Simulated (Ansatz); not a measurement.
Al₂W:
```cif
data_Al16W8
_chemical_formula_sum 'Al16 W8'
_space_group_name_H-M_alt 'Fddd :1'
_space_group_IT_number 70
_space_group_name_Hall 'F 2 2 -1d'
_cell_length_a 4.95862
_cell_length_b 8.34756
_cell_length_c 8.94981
_cell_angle_alpha 90.000
_cell_angle_beta 90.000
_cell_angle_gamma 90.000
loop_
_atom_site_label
_atom_site_type_symbol
_atom_site_symmetry_multiplicity
_atom_site_Wyckoff_symbol
_atom_site_fract_x
_atom_site_fract_y
_atom_site_fract_z
_atom_site_occupancy
Al1 Al 16 f 0.00000 0.16688 0.00000 1
W1 W 8 b 0.50000 0.50000 0.50000 1
```
(The calculation used a cell of 6 atoms; values per cell refer to that cell.)

Relaxed at zero pressure with DFT-PBE in the program Ansatz with PAW potentials.

Task: The volume is lowered by 9 % and shape and atoms relax at that volume. What pressure results, and how do the axes share the change?

Result: 18.2 GPa; a -3.1 %, b -3.6 %, c -2.6 %; the energy rises by 73 meV/atom.

Task: Give the new structure.

Result: 
Space group Fddd, origin choice 1 (No. 70); a = 4.803 Å, b = 8.049 Å, c = 8.720 Å, α = 90.00°, β = 90.00°, γ = 90.00°

```json
[
 {"atom": "Al", "site": "16f", "symmetry": ".2.", "x": "0.0000", "y": "0.1655", "z": "0.0000"},
 {"atom": "W", "site": "8b", "symmetry": "222", "x": "0.5000", "y": "0.5000", "z": "0.5000"}
]
```

The phase is kept; no other phase was compared at this pressure.

The start of the workflow was typed in or built on a structure type; neither database checked (COD, Materials Project) lists it. Its standing as an ambient phase is unchecked. The cell was relaxed with PBE under the symmetry of its start; its stability against distortions is not shown here. The run is not spin-polarised. Axis ratios of metals converge slowly with the k-mesh, so a and c are less sure than the volume. Spin–orbit coupling is left out wherever it is not named.

Potentials: the earlier of the program's two PAW sets.
